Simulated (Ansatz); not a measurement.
## LiMgBN2 (I-4m2), a film clamped to a substrate

These are results of DFT PBE, scalar-relativistic, plane waves, PAW (Ansatz), not measurements. The runs took a 420 eV cutoff, a Γ-centred 8×8×8 mesh and Gaussian smearing (0.05 eV). No spin polarisation. Energies are free energies at this smearing, counted from the undisturbed cell; pressure is positive in compression.

The starting cell (as given, not relaxed at this level; it stands at -0.3 GPa, and it needn't be the usual structure):

```yaml
crystal:
  lattice:
    - [-1.90966, 1.90966, 4.44352]
    - [1.90966, -1.90966, 4.44352]
    - [1.90966, 1.90966, -4.44352]
  atoms:
    - { symbol: Li, position: [0.25000, 0.75000, 0.50000] }
    - { symbol: Mg, position: [0.75000, 0.25000, 0.50000] }
    - { symbol: B, position: [0.50000, 0.50000, 0.00000] }
    - { symbol: N, position: [0.65126, 0.65126, 0.00000] }
    - { symbol: N, position: [0.34874, 0.34874, 0.00000] }
```

The cell (5 atoms, V0 = 64.82 Å³) is strained by p along both x and y and by q along z, fractional coordinates fixed. τp = (1/V0) ∂E/∂p = (σxx + σyy)(1 + p)(1 + q) and τq = (1/V0) ∂E/∂q = σzz(1 + p)², with tension positive.

```csv
p,q,ΔE (meV/atom),τp (GPa),τq (GPa)
0.000,0.000,0.00,0.94,-0.05
-0.040,0.000,21.14,-14.71,-2.05
0.040,0.000,23.08,12.76,1.26
0.000,-0.040,37.38,-0.79,-24.14
0.000,0.040,30.76,2.46,18.19
```

Question: Get the second derivatives of the energy density.

Answer: Central differences give A = ∂τp/∂p = 343 GPa (C11 + C22 + 2 C12), C = ∂τq/∂q = 529 GPa (C33) and the cross term B = ∂τq/∂p = 41 GPa (C13 + C23); ∂τp/∂q = 41 GPa must equal B, and any difference shows higher-order terms. Steps this large leave an error of some per cent of A or C in all of these, which can swamp a small B. The ions are clamped.

Question: A film of this crystal grows with z along the normal on a substrate that imposes p. How does its thickness respond, and what does the misfit cost?

Answer: Count p and q from the stress-free cell. A free surface needs τq = 0, so q = −(B/C) p = -0.08 p. The energy density left is (A − B²/C) p²/2 = M p², with the biaxial modulus M = 170 GPa; a misfit of 1 % costs 1.38 meV/atom, against 1.39 meV/atom if the thickness were held.

At p = -0.080 the energies along q are 299.9 (q = -0.080), 154.6 (q = -0.040), 100.6 (q = 0.000), 116.3 (q = 0.040), 185.3 (q = 0.080) meV/atom.

Question: Does the linear rule hold at this misfit?

Answer: A parabola through the lowest point and its neighbours has its minimum at q = 0.011, 97.9 meV/atom. With the stress left in the starting cell, τp0 and τq0, linear elasticity gives q = −(τq0 + Bp)/C = 0.006 and E = V0(τp0 p + τq0 q + Ap²/2 + Bpq + Cq²/2)/N = 81.9 meV/atom. The energies differ by more than a tenth, so the quadratic law fails here: the gap holds the anharmonic part, with some error from the wide steps. Cubic terms also shift the vertex of so wide a parabola.

Forces appear on the atoms along this scan, and letting them relax would lower the energy and soften the response.